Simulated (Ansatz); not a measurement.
# Squeezing Na (diamond type)

```
CELL_PARAMETERS angstrom
0.00000 3.63896 3.63896
3.63896 0.00000 3.63896
3.63896 3.63896 0.00000
ATOMIC_POSITIONS crystal
Na 0.87500 0.87500 0.87500
Na 0.12500 0.12500 0.12500
```

The cell comes from a relaxation on PAW files under the same functional, begun from a prototype that needn't be the stable phase.

Its volume is scaled at fixed shape and fractional positions.

Level of theory: DFT with LDA, scalar-relativistic, in Ansatz 0.2.0; a Γ-centred 10×10×10 k mesh, Fermi–Dirac smearing of 0.08 eV, no spin polarisation. LAPW: all electrons, basis error target 1 meV/atom; PAW: frozen-core files, cutoff 420 eV; crystal datasets: all electrons, by PAW datasets that the program makes for each cell; norm-conserving: pseudopotentials, cutoff 1197 eV; PAW (core large): files with a larger core, cutoff 420 eV.

Energies are extrapolated to zero smearing and count from the unscaled cell; pressure is positive in compression; gaps take the mesh and a band path. No temperature or zero-point motion is included.

The PAW files were made under PBE. The structure type is held throughout; the real material can change phase at far lower pressure.

| V/V0 | V (Å³/atom) | P LAPW (GPa) | ΔE LAPW (eV/atom) | P PAW − LAPW (GPa) | ΔE PAW − LAPW (meV/atom) |
| --- | --- | --- | --- | --- | --- |
| 1.00 | 48.19 | 0.03 | 0.000 | 0.00 | 0.0 |
| 0.90 | 43.37 | 0.48 | 0.007 | 0.00 | 0.0 |
| 0.80 | 38.55 | ? | 0.031 | 0.00 | 0.1 |
| 0.70 | 33.73 | 2.39 | 0.083 | 0.00 | 0.2 |
| 0.60 | 28.91 | 4.45 | 0.183 | 0.00 | 0.2 |
| 0.50 | 24.09 | 8.29 | 0.367 | 0.00 | 0.3 |
| 0.40 | 19.27 | 16.40 | 0.721 | 0.00 | 0.4 |

Question: Give the missing entry: row "0.80", column "P LAPW (GPa)".

Answer: 1.20.

Question: Fit the Vinet equation to the LAPW pressures over the whole range, with residuals weighted by 1/(|P| + 0.03·Pmax).

Answer: V0 = 48.63 Å³/atom, B0 = 3.23 GPa and B0′ = 4.06, and the fit misses no point by more than 0.3 GPa. A fit over so wide a range pins B0 less well than one near rest.

Question: From the table, what is the rise of the enthalpy H = E + pV up to the last row, and how stiff is the crystal between the last two rows?

Answer: ΔH = 0.721 eV + (16.40 GPa × 19.27 Å³ − 0.03 GPa × 48.19 Å³) × 0.006242 eV/(GPa·Å³) = 2.69 eV/atom, of which pV makes 73 %. The mean bulk modulus there is −ΔP/Δln V = 36.4 GPa.

Question: At the smallest volume, how far do crystal datasets and norm-conserving and PAW (core large) lie from LAPW in pressure?

Answer: crystal datasets: 0.00 GPa; norm-conserving: +0.05 GPa; PAW (core large): 0.00 GPa, on a LAPW pressure of 16.40 GPa.

Question: How do the Löwdin populations by LAPW change from the unscaled cell to the last row?

Answer: Na 3s 0.97 → 0.94 electrons an atom. These are projections on the shells that the free atoms fill; 0.07 e a cell lies outside them at the start and 0.19 e at the end.
